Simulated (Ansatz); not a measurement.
Values for one crystal, relaxed and computed with PBE+D3(BJ) in the plane-wave PAW code Ansatz; other levels are named.

Volume per atom: 10.69 Å³
Band gap: 1.72 eV (indirect)
Valence-band maximum: at Γ
Smallest direct gap on the standard path: 2.08 eV
Hole effective mass: 1.2, 1.2, 1.3 mₑ (principal values)
Conduction-band minimum: at H (2 equivalent valleys)
Gap with spin–orbit coupling: 1.72 eV

**Question.** Which compound is it?
A) MoS2, P6_3/mmc (Mo on 2b, S on 4f)
B) MoS2, R3m (Mo on 3a, S on 3a, S on 3a)
C) MoSe2, P6_3/mmc (Mo on 2c, Se on 4f)
D) Si2MoN4, P6_3/mmc (Mo on 2c, N on 4f, Si on 4f, N on 4e)

**Answer.** D, Si2MoN4, P6_3/mmc (Mo on 2c, N on 4f, Si on 4f, N on 4e)

The start of the workflow was typed in or built on a structure type; neither database checked (COD, Materials Project) lists it. Its standing as an ambient phase is unchecked. The PBE+D3(BJ) relaxation kept the symmetry of its start; whether a distortion lowers the energy is not shown. The workflow began spin-polarised and lost its moments. Scalar-relativistic: spin–orbit coupling is off unless named, which matters more the heavier the elements.

Potentials: the earlier of the program's two PAW sets.
